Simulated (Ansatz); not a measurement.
LaOs2 (MoPt2-type structure)

The computed numbers are results of PBEsol, scalar-relativistic (no spin polarisation) in the plane-wave PAW code Ansatz at 420 eV, 12×12×12 k-mesh, Gaussian smearing of 0.05 eV; PAW files: Ansatz's generated set soft_2.

```xyz
3
Lattice="-1.4198 1.9390 5.3668 1.4198 -1.9390 5.3668 1.4198 1.9390 -5.3668" Properties=species:S:1:pos:R:3 pbc="T T T"
La    0.0000    0.0000    0.0000
Os    0.0000    0.0000    7.6190
Os    0.0000    0.0000    3.1147
```

This is a trial structure; measured cells of the compound in the Crystallography Open Database are in space group Fd-3m.

Path: Γ–X–F2 | Σ0–Γ–Y0 | U0–X | Γ–R–W–S–Γ–T–W, with Γ = (0.000, 0.000, 0.000), X = (0.500, 0.500, -0.500), F2 = (0.267, 0.733, -0.267), Σ0 = (-0.267, 0.267, 0.267), Y0 = (0.283, -0.283, 0.283), U0 = (0.717, 0.283, -0.283), R = (0.000, 0.500, 0.000), W = (0.250, 0.250, 0.250), S = (0.500, 0.000, 0.000), T = (0.000, 0.000, 0.500) in reciprocal vectors of the calculation's cell.

Bands as a text map, energy in eV from the Fermi level (dashes), each leg drawn with the same width:
```
  5.57 |     ****    ***         *  **   ****  ***           *      ***
  5.14 |        ******            ***     **  * ***                  **
  4.71 |    *          **          *    **     *             **    **  
  4.29 |       * *   *            *     *    **    **       **    *    
  3.86 |   **** ***** * *        *  ** *  ****     *****    * ****     
  3.43 |******************************************* *******************
  3.00 |***************************************************************
  2.57 |   **************   **********  ******************   **********
  2.14 |**********     ******************* * ***** * ******************
  1.71 |  *    * ***** **  * **** *     *** *     *******     *        
  1.29 |**     ******** *** * ***     ****  ** *** **  * **************
  0.86 |**     **     ** ***  *  *    **          **   **  **  *   **  
  0.43 |  *    * ********    **** *     ****  ****   ** *   **       **
  0.00 |*******----**---******---*******----**-****--********-------***
 -0.43 |******   ******  ** * ***  *****  ******** ***** * *   *  *****
 -0.86 |   *  ****   ****    *   ***     ****     *     *   *** ****   
 -1.29 |******* * ***  *******   **********  *     **   ****** *****   
 -1.71 |***   **         ** *******   **   * ***** * ***** ** * *******
 -2.14 |       ******** ** * ******    ** * * ****** **** * ***********
 -2.57 |***     * ***     *  ******** *  *   *    * *****  * **        
 -3.00 |**********   * ******     *******  ******* ***** **** *********
 -3.43 |  *  **        * * ****      * ****   *   ***   ***     *****  
 -3.86 |   *******    * *   *        *       ***** **    *  ****     **
 -4.29 |       *  *   *      ********   * * **       ****    *  *****  
 -4.71 |        *  *****                 * **      *         *         
 -5.14 |        ********                 ****  ******         *********
 -5.57 |       *  ***** *    * ****     * ********  *   *   * *********
 -6.00 |**       *       **** *    ** ** *           *** ***           
        Γ    X     FΣ     Γ    YU    XΓ    R    W     S    Γ    T     W
```

(1) By these bands, is it a metal or an insulator, and if it has a gap, where are the band edges on this path?

Answer:

(1) A metal: bands cross the Fermi level.

With 43 valence electrons in the calculation's cell and no magnetic order, the bands, two electrons each, can't all be full or empty: band theory demands a metal. (Only strong correlation, outside this picture, could make a Mott insulator of it.)

Spin–orbit coupling, which matters for such heavy elements, is left out.
